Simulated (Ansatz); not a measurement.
GeAs:
```
GeAs
1.0
    7.49465     1.90017     0.00000
   -7.49465     1.90017     0.00000
   -1.39734     0.00000     9.17705
Ge As
6 6
Direct
  0.62552   0.37448   0.92690
  0.37448   0.62552   0.07310
  0.74849   0.25151   0.78373
  0.25151   0.74849   0.21627
  0.06940   0.93060   0.58830
  0.93060   0.06940   0.41170
  0.02880   0.97120   0.83689
  0.97120   0.02880   0.16311
  0.35294   0.64706   0.80625
  0.64706   0.35294   0.19375
  0.66445   0.33555   0.53723
  0.33555   0.66445   0.46277
```

This is the LDA-relaxed structure. Tensor components refer to the Cartesian frame of this cell.

Problem. All from LDA in the plane-wave PAW code Ansatz, unless another level is named. Give the formation energy from the elements (no fitted shifts).

Solution. -0.023 eV/atom.

Problem. Give the smallest direct gap on the standard path.

Solution. 0.19 eV.

Problem. Give the electron effective mass.

Solution. 0.062, 0.073, 0.18 mₑ (principal values).

Problem. And the band gap?

Solution. 0.09 eV (indirect).

Problem. Predict the hole effective mass.

Solution. 0.11, 0.35, 0.50 mₑ (principal values).

Problem. What about the valence-band maximum?

Solution. off the standard path, at k = (0.427, 0.497, 0.302) in fractions of the reciprocal vectors.

Space group C2/m. The start of the workflow was typed in or built on a structure type; neither database checked (COD, Materials Project) lists it. Whether it is the stable phase at ambient conditions was not checked. The LDA relaxation kept the symmetry of its start; its stability against distortions is not shown here. The volume moved by -23 % from the start of the relaxation. A crystal of weakly bound layers computed without a dispersion correction: the cell and the soft elastic constants depend strongly on that. The references are the lowest solids computed at this level, not always the standard phases. Scalar-relativistic: spin–orbit coupling is off unless named, which matters more the heavier the elements.

Potentials: the earlier of the program's two PAW sets. The files were generated under PBE; for other functionals the program regenerates the frozen cores, and for LDA and PBEsol the local potential too.
